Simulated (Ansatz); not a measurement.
Relaxed-ion elastic tensor of ZnS in space group P6_3mc (No. 186; Pearson symbol hP16) in GPa (Voigt order), LDA (plane waves, PAW; program Ansatz); density 4.36 g/cm³, 18.58 Å³ per atom.

```
 140  67.0  51.6   0.0   0.0   0.0
67.0   140  51.6   0.0   0.0   0.0
51.6  51.6   158   0.0   0.0   0.0
 0.0   0.0   0.0  31.9   0.0   0.0
 0.0   0.0   0.0   0.0  31.9   0.0
 0.0   0.0   0.0   0.0   0.0  36.3
```

Q: Is the crystal mechanically stable?

A: Yes: the smallest eigenvalue of C is 31.9 GPa.

Q: Work out the Voigt, Reuss and Hill averages.

A: K_V = 86.4, K_R = 86.4, K_H = 86.4; G_V = 37.8, G_R = 36.6, G_H = 37.2 GPa.

Q: Give Young's modulus, Poisson's ratio, Pugh's ratio and the universal anisotropy index.

A: E = 9KG/(3K + G) = 97.6 GPa; ν = 0.31; K/G = 2.32 (ductile by the Pugh limit of 1.75); A_U = 5G_V/G_R + K_V/K_R − 6 = 0.17.

Q: Estimate the sound speeds and the Debye temperature.

A: v_l = √((K + 4G/3)/ρ) = 5590 m/s, v_t = √(G/ρ) = 2920 m/s, mean 3270 m/s; Θ = (h/k)(3n/4πV)^(1/3) v_m = 368 K.

Q: Solve the Christoffel equation for the three sound speeds along x, y, z.

A: Eigenvalues of C_ijkl n_j n_l equal ρv² (piezoelectric stiffening left out). In km/s, slowest first: x 2.71, 2.89, 5.66; y 2.71, 2.89, 5.66; z 2.71, 2.71, 6.02.

Q: How much does each axis shrink under pressure?

A: Linear compressibilities β_i = Σ_j S_ij (j = 1 to 3): x 3.9, y 3.9, z 3.8 per TPa.

The workflow started from an entry of the Crystallography Open Database (COD). Its sites differ from those of the usual phase in this space group: another stacking or structure type. Symmetry was held in the LDA relaxation; its stability against distortions is not shown here.

Potentials: the later of the program's two PAW sets.
